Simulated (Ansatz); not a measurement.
Polymorphs of TiNi, each relaxed with DFT-LDA in the program Ansatz with PAW potentials:

A: Pmma
a = 4.170 Å, b = 2.640 Å, c = 4.552 Å, α = β = γ = 90.00°

| atom | site | symmetry | x | y | z |
|---|---|---|---|---|---|
| Ti | 2f | mm2 | 0.2500 | 0.5000 | 0.7139 |
| Ni | 2e | mm2 | 0.2500 | 0.0000 | 0.1810 |

B: P2_1/m
a = 2.849 Å, b = 3.923 Å, c = 4.814 Å, α = 90.00°, β = 107.11°, γ = 90.00°

```json
[
 {"atom": "Ti", "site": "2e", "symmetry": "m", "x": "0.3575", "y": "0.2500", "z": "0.2140"},
 {"atom": "Ni", "site": "2e", "symmetry": "m", "x": "0.0849", "y": "0.2500", "z": "0.6705"}
]
```

C: CsCl type (Pm-3m)
a = b = c = 2.938 Å, α = β = γ = 90.00°

```tsv
atom	site	symmetry	x	y	z
Ti	1b	m-3m	0.5000	0.5000	0.5000
Ni	1a	m-3m	0.0000	0.0000	0.0000
```

Question: Order them by energy per atom at 0 K (lowest first) at the level LDA.

Answer: B (+0 meV/atom), A (+12 meV/atom), C (+58 meV/atom)

Standing as an ambient phase not checked: A; B; C. All cells were relaxed under the symmetry of their starts (and spin orders); stability against distortions was not tested throughout. Rows with no word on spin ran without spin polarisation.

Energies hold the estimated change up to a 700 eV cutoff; steps of a few meV lie near the error of the meshes.

Potentials: the later of the program's two PAW sets.
